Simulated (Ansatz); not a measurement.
BN:
```cif
data_B4N4
_chemical_formula_sum 'B4 N4'
_space_group_name_H-M_alt 'P42/mnm'
_space_group_IT_number 136
_space_group_name_Hall '-P 4n 2n'
_cell_length_a 4.40182
_cell_length_b 4.40182
_cell_length_c 2.53815
_cell_angle_alpha 90.000
_cell_angle_beta 90.000
_cell_angle_gamma 90.000
loop_
_atom_site_label
_atom_site_type_symbol
_atom_site_symmetry_multiplicity
_atom_site_Wyckoff_symbol
_atom_site_fract_x
_atom_site_fract_y
_atom_site_fract_z
_atom_site_occupancy
B1 B 4 f 0.32580 0.32580 0.00000 1
N1 N 4 g 0.18774 0.18774 0.50000 1
```

Relaxed with r²SCAN.

**Question.** Give the optical modes at the zone centre with their infrared and Raman activity from DFPT, r²SCAN in the plane-wave PAW code Ansatz.

**Answer.** Transverse frequencies, without the LO–TO term; a row sums one degenerate level.

```csv
ω (cm⁻¹),degeneracy,IR ((D/Å)²/amu),Raman (Å⁴/amu),activity,symmetry
252,1,0.00,0.70,Raman,B1g
448,2,0.00,0,silent,Eg
698,1,0.00,0,silent,B1u
699,1,0.00,0.070,Raman,A1g
747,1,0.00,57,Raman,B1g
767,1,0.00,0,silent,A2g
857,2,24.14,0,IR,Eu
938,1,0.00,0,silent,A2g
952,1,0.00,0,silent,B2g
966,2,75.15,0,IR,Eu
976,1,0.00,0,silent,B1u
997,2,33.50,0,IR,Eu
1048,2,0.00,0,silent,Eg
1069,1,0.00,42,Raman,A1g
1169,1,54.54,0,IR,A2u
1197,1,0.00,4.6,Raman,B2g
```

**Question.** How high does the top mode go among those that the LO–TO term moves?

**Answer.** 1253 cm⁻¹ for q along x, 1253 cm⁻¹ for q along y, 1389 cm⁻¹ for q along z.

Space group P4_2/mnm. The workflow started from a Materials Project entry (that database holds measured and hypothetical structures alike); the Crystallography Open Database copy checked does not list it. It is not the phase usual at ambient conditions (space group No. 186, 194, 216). The r²SCAN relaxation kept the symmetry of its start; whether a distortion lowers the energy is not shown.

Potentials: the earlier of the program's two PAW sets.
